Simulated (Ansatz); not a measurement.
Ansatz input file:

```yaml
crystal:
  lattice:
    - [1.4e-05, 0.000292, -5.202442]
    - [3.242404, 5.598482, -0.000322]
    - [3.242485, -5.598529, 0.000304]
  atoms:
    - { symbol: O, position: [0.6209510304, 0.1672094893, 0.3325380321] }
    - { symbol: O, position: [0.6204537189, 0.167451145, 0.8325586345] }
    - { symbol: O, position: [0.6204189404, 0.667140323, 0.3322181561] }
    - { symbol: O, position: [0.6204120777, 0.6672452536, 0.8324963309] }
    - { symbol: O, position: [0.1192014923, 0.3338696205, 0.6637038987] }
    - { symbol: O, position: [0.1192786546, 0.3336047976, 0.1661366567] }
    - { symbol: O, position: [0.1200167932, 0.8345699216, 0.6651265248] }
    - { symbol: O, position: [0.1191561428, 0.8361212064, 0.1659225423] }
    - { symbol: Mg, position: [0.9999870073, 0.1675817135, 0.332248163] }
    - { symbol: Zn, position: [0.0017964828, 0.169143563, 0.8328912909] }
    - { symbol: Zn, position: [0.0017567248, 0.66683784, 0.3305533704] }
    - { symbol: Zn, position: [0.0017298704, 0.6670021639, 0.8327779955] }
    - { symbol: Zn, position: [0.4992872344, 0.3343392972, 0.6658650332] }
    - { symbol: Zn, position: [0.4993225032, 0.3341780336, 0.165512084] }
    - { symbol: Zn, position: [0.5008558471, 0.8341704864, 0.6654920023] }
    - { symbol: Zn, position: [0.4992166753, 0.8338959698, 0.1653954031] }
basis:
  ecutwfc: 500
kpoints:
  mp_grid: { grid: [3, 4, 4] }
hamiltonian:
  xc: r2scan
scf:
  occupations: { method: gaussian, width: 0.02 }
  n_extra_bands: 8
output:
  forces: true
  stress: true
  eigenvalues: true
  populations: true
  dos:
    method: { smearing: { sigma: 0.1, scheme: gaussian } }
    projected: true
    de: 0.02
```

Launched with
```bash
ansatz run input.yaml --threads 4 --pin off --max-ram 9216MiB --backend cpu --events-out ev --progress --plain --runs-dir out
```

Level of theory: Ansatz 0.2.0, DFT r2SCAN, scalar-relativistic, plane waves, PAW.

Abridged output (iterations and final results):

```
SCF iter   1: F=—  HF=-29762.497867 eV  |F-HF|=—  |Δ(HF+E_count)|=         —  Δρ=1.93e-2  dr2=3.45e-1  dr2_τ=4.19e-1  ethr=1.77e-3  ⟨swp⟩=6.0  Hψ=7556  notcnv=0
SCF iter   2: F=—  HF=-29762.635914 eV  |F-HF|=—  |Δ(HF+E_count)|=   1.38e-1  Δρ=4.94e-3  dr2=3.65e-2  dr2_τ=2.55e-3  ethr=2.43e-4  ⟨swp⟩=2.4  Hψ=4236  notcnv=0  defer=70
SCF iter   3: F=—  HF=-29762.626445 eV  |F-HF|=—  |Δ(HF+E_count)|=   9.47e-3  Δρ=4.62e-3  dr2=2.06e-2  dr2_τ=7.87e-4  ethr=2.57e-5  ⟨swp⟩=2.0  Hψ=3662  notcnv=0  defer=70
SCF iter   4: F=—  HF=-29762.621998 eV  |F-HF|=—  |Δ(HF+E_count)|=   4.45e-3  Δρ=5.91e-4  dr2=4.85e-4  dr2_τ=8.95e-5  ethr=1.45e-5  ⟨swp⟩=2.6  Hψ=3517  notcnv=0  defer=70
SCF iter   5: F=—  HF=-29762.622317 eV  |F-HF|=—  |Δ(HF+E_count)|=   3.19e-4  Δρ=2.90e-4  dr2=1.01e-4  dr2_τ=8.06e-6  ethr=3.42e-7  ⟨swp⟩=2.0  Hψ=3281  notcnv=0  defer=70
SCF iter   6: F=—  HF=-29762.622397 eV  |F-HF|=—  |Δ(HF+E_count)|=   8.00e-5  Δρ=1.26e-4  dr2=2.15e-5  dr2_τ=3.55e-6  ethr=7.13e-8  ⟨swp⟩=2.1  Hψ=3668  notcnv=0  defer=70
SCF iter   7: F=—  HF=-29762.622477 eV  |F-HF|=—  |Δ(HF+E_count)|=   8.03e-5  Δρ=3.50e-5  dr2=1.57e-6  dr2_τ=1.40e-7  ethr=1.51e-8  ⟨swp⟩=2.0  Hψ=3770  notcnv=0  defer=70
SCF iter   8: F=—  HF=-29762.622478 eV  |F-HF|=—  |Δ(HF+E_count)|=   1.34e-6  Δρ=1.65e-5  dr2=3.65e-7  dr2_τ=1.65e-8  ethr=1.10e-9  ⟨swp⟩=2.0  Hψ=3602  notcnv=0  defer=70
SCF iter   9: F=-29762.622478 eV  HF=-29762.622478 eV  |F-HF|=2.30e-8  |Δ(HF+E_count)|=   1.26e-8  Δρ=7.29e-6  dr2=8.55e-8  dr2_τ=5.57e-9  ethr=7.04e-11  ⟨swp⟩=10.2  Hψ=10058  notcnv=0
SCF 1 converged in 9 iterations: F = -29762.622478 eV  dr2 = 8.55e-8
SCF converged after 9 iterations
Free energy (F): -29762.622478 eV
Harris-Foulkes:  -29762.622478 eV  (|F-HF|=2.30e-8)
Internal energy: -29762.622478 eV  (E = F + TS)
E sigma→0 (E₀):  -29762.622478 eV
Fermi energy:    7.486040 eV
--- Per-component energies (eV) ---
  E_band       = -181.504806
  E_kinetic    = 2400.057921
  E_local      = -15912.612262  (includes V_loc(G=0)·N_el)
  E_nonlocal   = 4841.635199
  E_hartree    = 6464.035590
  E_xc         = -1477.206458
  E_vxc        = -1253.472371  (∫ρ·V_xc dr)
  E_paw        = -14557.223320  (= ΣΔE_a)
  E_vpaw       = -3262.023401  (= ΣTr[D̂ρ^β])
  E_aug_tail   = 0.007485  (compensation charges beyond the density's cutoff)
  E_vtau       = 76.845448  (kinetic-family band-sum trace: ∫τ·v_τ [+ j·A + Jᵃ·Aᵃ] dr)
  E_ewald      = -11519.756567
  E_core_change = -1.560067  (= ΣΔE_core)
  E_smearing   =  0.000000  (= −TS)
--- Forces (eV/Å), atoms counted from 1 ---
  atom   1  O      0.00012398     0.00088523    -0.00152562
  atom   2  O     -0.00003403    -0.00261930    -0.00332599
  atom   3  O      0.00043479    -0.00250829    -0.00386697
  atom   4  O      0.00035853    -0.00099745    -0.00279401
  atom   5  O     -0.00805526    -0.00203039    -0.00191959
  atom   6  O     -0.00007737    -0.00132483     0.00373080
  atom   7  O     -0.00003925     0.00093687    -0.00147758
  atom   8  O      0.00668091    -0.00260170    -0.00231575
  atom   9  Mg    -0.00030910     0.00077855     0.00815885
  atom  10  Zn     0.00265011    -0.00501719     0.00314811
  atom  11  Zn    -0.00203367    -0.00512778     0.00275250
  atom  12  Zn     0.00012219    -0.00371216     0.00381390
  atom  13  Zn     0.00185040     0.00380355     0.00061595
  atom  14  Zn    -0.00009295     0.00959261    -0.00037942
  atom  15  Zn     0.00049443     0.00602303    -0.00291501
  atom  16  Zn    -0.00207683     0.00395193    -0.00113967
--- Stress (GPa, compression-positive) ---
       -0.051616       0.001871       0.000665
        0.001871       0.229442       0.008970
        0.000665       0.008960      -0.048085
  P = ⅓ Tr σ = 0.0432 GPa (0.432 kbar)
--- Band table (eV; the first three rows and the last of 26) ---
  k-point 0: bands = ["-68.7701", "-33.8942", "-33.8902", "-33.8888", "-12.2130", "-11.5661", "-11.5647", "-11.5293", "-11.5131", "-11.3145", "-11.3112", "-11.2916", "0.8526", "0.8640", "0.8664", "1.0236", "1.0272", "1.0855", "1.0886", "1.1077", "1.1470", "1.2633", "1.2881", "1.2937", "1.3866", "1.4737", "1.4768", "1.7222", "1.7227", "1.7343", "1.7525", "1.7546", "1.8236", "2.0414", "2.1114", "2.1157", "2.2709", "2.2710", "2.3729", "2.3734", "2.4087", "2.4390", "2.4718", "2.4727", "2.4941", "2.4965", "2.4978", "2.6662", "2.9171", "2.9183", "2.9841", "3.1939", "3.2057", "3.4821", "3.8976", "3.9023", "4.1366", "4.4498", "4.4612", "4.5067", "5.3610", "5.4357", "5.4422", "5.7239", "5.7308", "5.9 ...
  k-point 1: bands = ["-68.7701", "-33.8942", "-33.8902", "-33.8888", "-12.1318", "-11.6806", "-11.5695", "-11.5335", "-11.4803", "-11.3358", "-11.3098", "-11.2764", "0.7937", "0.9136", "0.9195", "0.9745", "1.0821", "1.1002", "1.1865", "1.1878", "1.2289", "1.2502", "1.3012", "1.3291", "1.4328", "1.4653", "1.4703", "1.5777", "1.6259", "1.7352", "1.7790", "1.8435", "1.8475", "2.0107", "2.0902", "2.1112", "2.2361", "2.2679", "2.3241", "2.3357", "2.3518", "2.4524", "2.4666", "2.4812", "2.4958", "2.5309", "2.6356", "2.6859", "2.7947", "2.8938", "3.0361", "3.3220", "3.3316", "3.4838", "3.8728", "3.9959", "4.2541", "4.2555", "4.3454", "4.7151", "5.3197", "5.3966", "5.4311", "5.6025", "5.6359", "5.7 ...
  k-point 2: bands = ["-68.7701", "-33.8942", "-33.8902", "-33.8888", "-11.9493", "-11.8908", "-11.5739", "-11.5392", "-11.4264", "-11.3680", "-11.3076", "-11.2767", "0.8075", "0.8419", "1.0325", "1.0489", "1.0954", "1.1115", "1.1596", "1.1870", "1.2894", "1.3433", "1.3464", "1.4058", "1.4334", "1.4586", "1.4835", "1.4895", "1.6267", "1.7132", "1.7702", "1.8528", "1.9400", "1.9697", "2.0918", "2.1034", "2.1513", "2.1777", "2.2609", "2.2949", "2.3398", "2.4531", "2.4583", "2.4857", "2.5607", "2.5741", "2.6381", "2.7177", "2.7618", "2.8751", "2.9734", "3.4196", "3.4562", "3.8228", "4.0103", "4.0366", "4.0840", "4.1213", "4.4202", "4.8894", "5.1016", "5.2347", "5.3323", "5.3891", "5.3964", "5.4 ...
  k-point 25: bands = ["-68.7700", "-33.8942", "-33.8902", "-33.8888", "-11.8524", "-11.6795", "-11.6208", "-11.5652", "-11.4636", "-11.4327", "-11.3654", "-11.3326", "0.7414", "0.7752", "0.8200", "0.8487", "0.8931", "0.9420", "1.0635", "1.1489", "1.2150", "1.2330", "1.2501", "1.3082", "1.3309", "1.3652", "1.3844", "1.4275", "1.4590", "1.4963", "1.5343", "1.6543", "1.7309", "1.8873", "2.0791", "2.1909", "2.2904", "2.3142", "2.3368", "2.3429", "2.3572", "2.4070", "2.4267", "2.4443", "2.4567", "2.5298", "2.6309", "2.9463", "3.1613", "3.3990", "3.4801", "3.5247", "3.7523", "3.9381", "4.0828", "4.5550", "4.6410", "4.7364", "4.8070", "4.9492", "5.0055", "5.1143", "5.2322", "5.4669", "5.5041", "5. ...
--- Löwdin populations: 16 sites ---
  site symbol q [e]
     0      O      7.3242
     1      O      7.2928
     2      O      7.2928
     3      O      7.2929
     4      O      7.3256
     5      O      7.3255
     6      O      7.2920
     7      O      7.3256
     8     Mg      8.4241
     9     Zn     10.5429
    10     Zn     10.5429
    11     Zn     10.5426
    12     Zn     10.5428
    13     Zn     10.5428
    14     Zn     10.5413
    15     Zn     10.5428
  spilling = 0.009201 (of n_electrons = 142.000000)
```

The run converged.

Time: 13 s on 4 threads of Intel(R) Xeon(R) 6975P-C (Granite Rapids), on a shared host, peak memory 1.3 GiB.

The k mesh is coarse.